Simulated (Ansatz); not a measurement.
PtW:
```
CELL_PARAMETERS angstrom
      0.00000     2.60088     2.60088
      2.60088     0.00000     2.60088
      2.60088     2.60088     0.00000
ATOMIC_POSITIONS crystal
  Pt 0.00000 0.00000 0.00000
  W  0.50000 0.50000 0.50000
```

This is the PBEsol-relaxed structure.

**Question.** All from PBEsol (plane waves, PAW; program Ansatz), unless another level is named. Estimate the density of states at the Fermi level.

**Answer.** 1.3 states/eV per atom (mean over ±0.08 eV).

**Question.** Next, the formation energy from the elements (no fitted shifts)?

**Answer.** 918 meV/atom.

Space group Fm-3m (rock salt). The start of the workflow was typed in or built on a structure type; neither database checked (COD, Materials Project) lists it. Whether it is the stable phase at ambient conditions was not checked. Symmetry was held in the PBEsol relaxation; its stability against distortions is not shown here. The run is not spin-polarised. Its formation energy is positive at this level, so the cell may be metastable or incomplete. The references are the lowest solids computed at this level, not always the standard phases. Spin–orbit coupling is left out wherever it is not named.

Potentials: the later of the program's two PAW sets.
